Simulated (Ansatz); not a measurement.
## Property card for MgCl6

Theory: DFT PBE, scalar-relativistic, plane waves, PAW (Ansatz 0.2.0).

Settings: cutoff 420 eV, Γ-centred mesh 8×8×8 on the computed 7-atom cell, Gaussian smearing of 0.10 eV; no spin polarisation.

The structure is relaxed at this level of theory with its symmetry kept, and needn't be the ground state of this composition.

```cif
data_structure
_symmetry_space_group_name_H-M 'P 1'
_symmetry_Int_Tables_number 1
_cell_length_a 6.6436
_cell_length_b 6.6436
_cell_length_c 6.6436
_cell_angle_alpha 60.000
_cell_angle_beta 60.000
_cell_angle_gamma 60.000
_cell_volume 207.34
loop_
_atom_site_label
_atom_site_type_symbol
_atom_site_fract_x
_atom_site_fract_y
_atom_site_fract_z
_atom_site_occupancy
Mg1 Mg 0.00000 0.00000 0.00000 1
Cl1 Cl 0.26050 0.73950 0.73950 1
Cl2 Cl 0.73950 0.26050 0.26050 1
Cl3 Cl 0.73950 0.26050 0.73950 1
Cl4 Cl 0.26050 0.73950 0.26050 1
Cl5 Cl 0.73950 0.73950 0.26050 1
Cl6 Cl 0.26050 0.26050 0.73950 1
```

| Item | Value |
| --- | --- |
| Space group | Fm-3m (No. 225) |
| Volume per atom | 29.62 Å³ |
| Formation energy from the elements' standard states (uncorrected) | -0.225 eV/atom |
| Kohn–Sham band gap | none (metal) |
| Density of states at the Fermi level | 21.2 states/eV per cell |
| Orbital (Löwdin) character within 0.5 eV of the Fermi level | Cl 3p 99 % |
| Bader charge by site (e) | Mg (1 in the cell) 1.69, Cl (6 in the cell) -0.28 |

The cell holds layers, chains or molecules and no dispersion correction was added, so their binding is poorly described. Spin polarisation was left out, and a magnetic state may lie lower.

The cell was found from a structure generator's guess, not taken from experiment. Löwdin shares on free-atom orbitals overweight diffuse shells.
